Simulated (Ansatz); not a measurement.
Ta2Se:
```yaml
crystal:
  lattice:
    - [3.37154, 0.00000, 0.00000]
    - [0.00000, 3.37154, 0.00000]
    - [0.00000, 0.00000, 10.07541]
  atoms:
    - { symbol: Ta, position: [0.50000, 0.00000, 0.76276] }
    - { symbol: Ta, position: [0.00000, 0.50000, 0.23724] }
    - { symbol: Se, position: [0.50000, 0.00000, 0.35734] }
    - { symbol: Se, position: [0.00000, 0.50000, 0.64266] }
    - { symbol: Ta, position: [0.50000, 0.00000, 0.07557] }
    - { symbol: Ta, position: [0.00000, 0.50000, 0.92443] }
```

Relaxed with r²SCAN+D4.

### Question
Give the Bader charges and basin volumes of the independent atoms, r²SCAN+D4 in the plane-wave PAW code Ansatz.

### Answer


| atom | Bader charge (e) | Bader volume (Å³) |
|---|---|---|
| Ta1 | +0.67 | 16.4 |
| Se3 | -0.98 | 24.3 |
| Ta5 | +0.31 | 16.6 |

Space group P4/nmm. The workflow started from an entry of the Crystallography Open Database (COD). Whether it is the stable phase at ambient conditions was not checked. Symmetry was held in the r²SCAN+D4 relaxation; its stability against distortions is not shown here. The run is not spin-polarised. Spin–orbit coupling is left out wherever it is not named.

Potentials: the later of the program's two PAW sets.
